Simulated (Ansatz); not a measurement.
A geometry of P away from equilibrium: step 2 of the relaxation of a relaxed P cell displaced along its unstable phonon at q = Γ (161i cm⁻¹), largest move 0.15 Å. Method: PBEsol (plane waves to 420 eV, PAW, scalar-relativistic; Ansatz, a quantum-chemistry and plane-wave program). Γ-centred k-mesh 9×9×13 on the run's cell (coarser than for final values), Fermi–Dirac smearing 0.05 eV.

```xyz
3
Lattice="4.3773 0.0000 0.0000 -2.1886 3.7908 0.0000 0.0000 0.0000 2.5033" Properties=species:S:1:pos:R:3 pbc="T T T"
P      0.0000     0.0000    -0.2105
P      0.0000     2.5272     1.3569
P      2.1886     1.2636     1.3569
```

### Question
What forces act on the atoms (eV/Å)?

### Answer
```
atom    Fx    Fy     Fz
----  ----  ----  -----
P1    0.00  0.00  -0.46
P2    0.00  0.00   0.23
P3    0.00  0.00   0.23
```

### Question
What is the pressure?

### Answer
-0.1 GPa, compression positive.

### Question
How far above the relaxed end point is this geometry?

### Answer
0.20 to 0.21 eV/atom (the two k-meshes of the run give this range); the path ends in P6/mmm (No. 191) (AFLOW prototype A_hP1_191_a (A_f, as in Sn)).

No spin polarisation in the result. The relaxed primitive cell holds an odd number of electrons. A magnetic state may lie lower.

The run could not lose the symmetry of its start, so the end can be a saddle point.

The end of the path is a generated cell of P: the first start was made by placing the elements on the sites of a structure type, and the end was not matched to a known phase here, so it may be hypothetical. Known forms of P include space group No. 64.
